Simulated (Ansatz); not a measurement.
Level: m-r2SCAN, no spin polarisation; 500 eV; 10×10×2 Γ-centred mesh; fermi-dirac occupations (width 0.0316 eV); Ansatz 0.2.0, fixed geometry.

Computed maps in the lattice plane spanned by a (left to right, 3.78 Å, 11 points from zero) and b (bottom to top, 3.78 Å, 11 points from zero), 120° apart, at height 0.750 along c. The fields are smooth PAW ones with compensation charges, not the true ones near nuclei.

Valence density. Digits on a logarithmic scale: 0 up to 0.03 e/Å³, each further digit a factor of 1.6, 9 from 1.3 e/Å³ up:
```
22357875322
33589985333
45899985455
67999976777
78999879999
77887799999
65556999999
43347999997
32357999975
22357999753
12346776432
```

ELF. Ten even steps from '0' (0.05) to '9' (0.78):
```
00136763100
01599995101
13985893111
16955961222
17989714664
16996158785
13531485584
11112675762
00012688621
00112454211
00011111100
```

**Question.** The cell is Ca$_{2}$IrClO$_{3}$. Which atoms lie within 0.2 Å of this plane, and where (fractions of a and b)?

**Answer.** Ir at (0.67, 0.33), O at (0.33, 0.67). The whole cell:
```
Ir Ca Cl O
1.0
     3.78229    0.00000    0.00000
    -1.89115    3.27556    0.00000
     0.00000    0.00000   18.14517
Ir Ca Cl O
2 4 2 6
Direct
  0.66667 0.33333 0.75000
  0.33333 0.66667 0.25000
  0.33333 0.66667 0.60842
  0.66667 0.33333 0.10842
  0.33333 0.66667 0.89158
  0.66667 0.33333 0.39158
  0.00000 0.00000 0.50000
  0.00000 0.00000 0.00000
  0.66667 0.33333 0.63530
  0.33333 0.66667 0.13530
  0.66667 0.33333 0.86470
  0.33333 0.66667 0.36470
  0.33333 0.66667 0.75000
  0.66667 0.33333 0.25000
```

Origin: a known structure type with other elements, at an estimated volume, so it need not be a known compound. Caveats: many states at the Fermi level without spin polarisation, so a magnetic state may lie lower; m-r2SCAN is r2SCAN with a changed spin dependence that lowers moments.
